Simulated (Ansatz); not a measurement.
Computed with DFT PBE, scalar-relativistic, plane waves, PAW (Ansatz 0.2.0). Plane waves to 420 eV, a 14×12×6 mesh through Γ for the 6-atom cell and 0.10 eV Gaussian smearing; no spin polarisation.

Formation energies are uncorrected and refer to the elements' standard structures at the same level.

Task: Give a relaxed trial structure of an orthorhombic metal with formula AlCu5, with a formation energy near −0.09 eV/atom and about 12 Å³ per atom, in a cell of 6 atoms.

Result: AlCu5, space group Pmmm (No. 47). Al is surrounded by 10 Cu at 2.60–2.64 Å and 2 Al at 2.66 Å; Cu on a site of symmetry mm2 has 8 Cu at 2.58–2.67 Å and 4 Al at 2.60 Å; Cu on a second site of symmetry mm2 has 11 Cu at 2.57–2.66 Å and 1 Al at 2.64 Å; Cu on a site of symmetry mmm has 12 Cu at 2.57–2.66 Å.

```cif
data_structure
_symmetry_space_group_name_H-M 'P 1'
_symmetry_Int_Tables_number 1
_cell_length_a 2.6553
_cell_length_b 3.5755
_cell_length_c 7.8353
_cell_angle_alpha 90.000
_cell_angle_beta 90.000
_cell_angle_gamma 90.000
_cell_volume 74.39
loop_
_atom_site_label
_atom_site_type_symbol
_atom_site_fract_x
_atom_site_fract_y
_atom_site_fract_z
_atom_site_occupancy
Al1 Al 0.50000 0.50000 0.00000 1
Cu1 Cu 0.00000 0.00000 0.82959 1
Cu2 Cu 0.00000 0.00000 0.17041 1
Cu3 Cu 0.50000 0.50000 0.33631 1
Cu4 Cu 0.00000 0.00000 0.50000 1
Cu5 Cu 0.50000 0.50000 0.66369 1
```

* Volume per atom: 12.40 Å³
* Density: 7.69 g/cm³
* Energy over the elements: −0.09 eV/atom
* Gap on the 14×12×6 mesh of the 6-atom cell: 0 eV (a metal)

The cell was found from a structure generator's guess, not taken from experiment. The answer needn't be unique; the calculation gave this one.

A structure relaxed within its symmetry needn't be a true minimum.
